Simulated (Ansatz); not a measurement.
MgTe:
```
MgTe
1.0
    0.00000     2.92284     2.92284
    2.92284     0.00000     2.92284
    2.92284     2.92284     0.00000
Mg Te
1 1
Direct
  0.00000   0.00000   0.00000
  0.50000   0.50000   0.50000
```

Relaxed with LDA. Special points in fractions of this cell's reciprocal vectors: Γ (0.000, 0.000, 0.000); X (0.500, 0.000, 0.500); U (0.625, 0.250, 0.625); K (0.375, 0.375, 0.750); L (0.500, 0.500, 0.500); W (0.500, 0.250, 0.750).

Q: List the band energies nearest the valence-band maximum at these points for LDA in the plane-wave PAW code Ansatz.

A: In eV from the valence-band maximum; about four levels below and three above (degenerate sets whole), none deeper than 8.9 eV; points with the same levels are listed once.

```csv
k,below,above
Γ,0.00 0.00 0.00,2.33 6.01 6.01 6.01
X,-4.36 -1.95 -1.95,0.38 2.94 10.28 10.28
U,-3.89 -3.60 -1.56,1.69 5.22 7.27
L,-5.14 -0.56 -0.56,3.16 4.45 4.45
W,-3.46 -3.46 -2.92,3.34 5.34 6.44 6.44
```

Space group Fm-3m (rock salt). The first step of the workflow began from a Materials Project structure, measured or hypothetical; the Crystallography Open Database copy checked does not list it. COD files the formula under space group No. 186, so this cell is another polymorph or a model. Whether it is the stable phase at ambient conditions was not checked. Symmetry was held in the LDA relaxation; of distortions, only those at the zone centre were tested. Spin–orbit coupling is left out wherever it is not named.

Potentials: the later of the program's two PAW sets.
